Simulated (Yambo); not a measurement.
KPF6 (space group R-3, No. 148), G0W0@PBEsol in Yambo with this input:

```
rim_cut
gw0
dyson
el_el_corr
HF_and_locXC
ppa
em1d
RandQpts= 1000000
RandGvec= 1 Ry
EXXRLvcs= 84 Ry
VXCRLvcs= 336 Ry
Chimod= "HARTREE"
% BndsRnXp
 1 | 157 |
%
NGsBlkXp= 7 Ry
% LongDrXp
 1.0 | 1.0 | 1.0 |
%
PPAPntXp= 27.2114 eV
% GbndRnge
 1 | 157 |
%
GTermKind= "BG"
DysSolver= "n"
ExtendOut
```

On a 2×2×2 mesh, with wavefunctions cut at 84 Ry, the gap (Γ → Γ) is 12.269 eV and the valence edge shifts by -2.885 eV.

What happens with this change: 2 Ry block?

The gap rises by 1.417 eV, to 13.686 eV; the shift of the valence edge becomes -4.238 eV. Neither run is shown to be the converged limit.

Geometry of the Materials Project entry, not relaxed at this level; primitive cell a = b = c = 4.723 Å, α = β = γ = 97.80°.

The structure is a Materials Project entry; no match was found in the copy of COD used, and its stability was not checked.

A shift is the quasiparticle energy of the state minus its PBEsol energy.
